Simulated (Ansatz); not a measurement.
# Magnetic orders of MoS

The calculation used DFT PBE+U, scalar-relativistic, plane waves, PAW (Ansatz).

```
Mo S
1.0
     3.81647    0.00000    0.00000
    -1.90824    3.30516    0.00000
     0.00000    0.00000    6.64479
Mo S
2 2
Cartesian
  0.0000 0.0000 0.0000
  0.0000 0.0000 3.3224
  0.0000 2.2034 1.6612
  1.9082 1.1017 4.9836
```

```json
{
  "plane-wave cutoff": "420 eV",
  "Γ-centred k-mesh": "12×12×6",
  "occupation rule": "Gaussian smearing, 0.1 eV",
  "U_eff on Löwdin-orthogonalised atomic d orbitals": "Mo 4.38 eV",
  "list of starting moments (μB, in atom order)": "2 2 0 0",
  "check for lower electronic states after the SCF": "on"
}
```

Each order was relaxed in cell and atoms. A propagation vector, in units of the reciprocal vectors, doubles the cell, which takes an equally dense mesh. Site moments are spin moments in atom-centred spheres that scale with the neighbour distance. The states are those that the runs reached from these starts; a lower one can exist.

Starts tried: no spin; ferromagnetic; antiferromagnetic, doubled cell, propagation vector (0, 0, 1/2). Which state comes out lowest, and what are the moments?

The lowest state is ferromagnetic, reached from the start “ferromagnetic”, with site moments (μB) Mo +3.24 (×2), S -0.16 (×2).

```csv
start,ends,energy above lowest (meV/atom),site moments (μB),gap on mesh (eV),volume (Å³/atom)
no spin,non-magnetic,474,none over 0.05,metal,15.45
ferromagnetic,ferromagnetic,0.00,"Mo +3.24 (×2), S -0.16 (×2)",metal,20.95
"antiferromagnetic, doubled cell, propagation vector (0, 0, 1/2)",antiferromagnetic,37.6,"Mo +3.06 (×2), S -0.20, Mo -3.06 (×2), S +0.20",metal,20.34
```

Cost: 3 runs of about 6.9 core-minutes in all, on Intel Xeon Platinum 8259CL (Skylake/Cascade Lake) (shared hosts).